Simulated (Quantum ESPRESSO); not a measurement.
## Band energies of LuBrO

```
CELL_PARAMETERS angstrom
      3.75403     0.00000     0.00000
      0.00000     3.75403     0.00000
      0.00000     0.00000     8.28600
ATOMIC_POSITIONS crystal
  O  0.00000 0.00000 0.50000
  O  0.50000 0.50000 0.50000
  Br 0.50000 0.00000 0.16741
  Br 0.00000 0.50000 0.83259
  Lu 0.00000 0.50000 0.36536
  Lu 0.50000 0.00000 0.63464
```

PBEsol (pw.x of Quantum ESPRESSO, ONCV potentials, scalar-relativistic); path ΓXMΓZRAZ,XR,MA; energies in eV from the valence-band maximum.

| k (1/Å) | point | band 34 | band 35 | band 36 | band 37 | band 38 | band 39 | band 40 | band 41 |
|---|---|---|---|---|---|---|---|---|---|
| 0.00 | Γ | -0.89 | -0.89 | -0.08 | -0.08 | 0.00 | 4.05 | 4.12 | 5.32 |
| 0.63 |  | -1.63 | -0.73 | -0.67 | -0.62 | -0.28 | 5.38 | 5.69 | 5.87 |
| 0.84 | X | -1.33 | -0.98 | -0.98 | -0.43 | -0.43 | 5.49 | 5.49 | 5.85 |
| 1.26 |  | -1.20 | -0.91 | -0.91 | -0.76 | -0.76 | 4.87 | 4.87 | 6.32 |
| 1.67 | M | -0.99 | -0.93 | -0.93 | -0.61 | -0.61 | 4.74 | 4.74 | 6.22 |
| 1.84 |  | -1.05 | -0.92 | -0.83 | -0.75 | -0.53 | 4.65 | 4.73 | 6.09 |
| 2.35 |  | -1.19 | -1.06 | -1.03 | -0.38 | -0.28 | 5.22 | 5.25 | 6.45 |
| 2.86 | Γ | -0.89 | -0.89 | -0.08 | -0.08 | 0.00 | 4.05 | 4.12 | 5.32 |
| 2.86 | Z | -1.07 | -0.52 | -0.52 | -0.27 | -0.27 | 4.27 | 4.61 | 5.48 |
| 3.19 |  | -1.18 | -0.56 | -0.51 | -0.39 | -0.25 | 5.07 | 5.30 | 5.88 |
| 3.69 | R | -1.40 | -0.69 | -0.69 | -0.42 | -0.42 | 5.38 | 5.38 | 6.10 |
| 4.20 |  | -1.39 | -0.84 | -0.84 | -0.73 | -0.73 | 5.01 | 5.01 | 6.31 |
| 4.53 | A | -1.07 | -0.85 | -0.85 | -0.61 | -0.61 | 4.74 | 4.74 | 6.19 |
| 4.68 |  | -1.14 | -0.81 | -0.81 | -0.71 | -0.55 | 4.78 | 4.78 | 6.16 |
| 5.12 |  | -1.39 | -1.26 | -0.54 | -0.44 | -0.35 | 5.05 | 5.48 | 6.11 |
| 5.57 |  | -1.18 | -0.60 | -0.49 | -0.29 | -0.28 | 4.49 | 4.80 | 5.63 |
| 5.71 | Z | -1.07 | -0.52 | -0.52 | -0.27 | -0.27 | 4.27 | 4.61 | 5.48 |
| 5.71 | X | -1.33 | -0.98 | -0.98 | -0.43 | -0.43 | 5.49 | 5.49 | 5.85 |
| 5.90 |  | -1.38 | -0.82 | -0.82 | -0.43 | -0.43 | 5.43 | 5.43 | 5.96 |
| 6.09 | R | -1.40 | -0.69 | -0.69 | -0.42 | -0.42 | 5.38 | 5.38 | 6.10 |
| 6.09 | M | -0.99 | -0.93 | -0.93 | -0.61 | -0.61 | 4.74 | 4.74 | 6.22 |
| 6.47 | A | -1.07 | -0.85 | -0.85 | -0.61 | -0.61 | 4.74 | 4.74 | 6.19 |

The PBEsol gap is direct, 4.05 eV at Γ.

Spin-orbit splittings are left out. The 4f states are in the valence at their DFT position.

Geometry relaxed with PBE+D3(BJ).
